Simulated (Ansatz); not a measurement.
ScZn: energy along a strain

ScZn, Pm-3m, a = 3.350 Å (as given, not relaxed at this level: -3.3 GPa). The structure is a COD entry; whether it is the stable form wasn't checked. Ansatz: PBEsol, PAW, 420 eV, Γ-centred 14×14×14 mesh on 2 atoms, Gaussian smearing 0.15 eV; no spin polarisation. Cell vectors (Å): 3.350 0.000 0.000; 0.000 3.350 0.000; 0.000 0.000 3.350. The cell is strained by x per cent times the pattern (0 0 0 0 0 1) in the order xx yy zz yz xz xy (engineering shears), with fractional coordinates held. y is the free energy over the start, V0 = 18.798 Å³/atom. Symmetry makes y even in x.

| x (%) | y (meV/atom) |
| --- | --- |
| -6.00 | ? |
| -3.00 | 3.35 |
| 0.00 | 0.00 |
| 0.75 | 0.21 |
| 1.50 | 0.84 |
| 2.25 | 1.89 |
| 3.75 | 5.23 |
| 4.50 | 7.51 |
| 5.25 | 10.21 |

Q: Fit y = c2 x² + c4 x⁴ to the other rows, get the stiffness along the pattern, and predict the missing energy.

A: Least squares on the rows shown. y = 0.3732 x² − 0.0001037 x⁴. The clamped-ion stiffness p·C·p = 2 × 3.732 eV × 160.2 / 18.798 Å³ = 64 GPa, which is C66 in these axes (C44 of the cubic crystal) (second derivative at the start, which stands under stress). At x = -6.00 the fit asked for gives 13.30 meV/atom. The run gave 13.30 meV/atom, the same to the digits shown.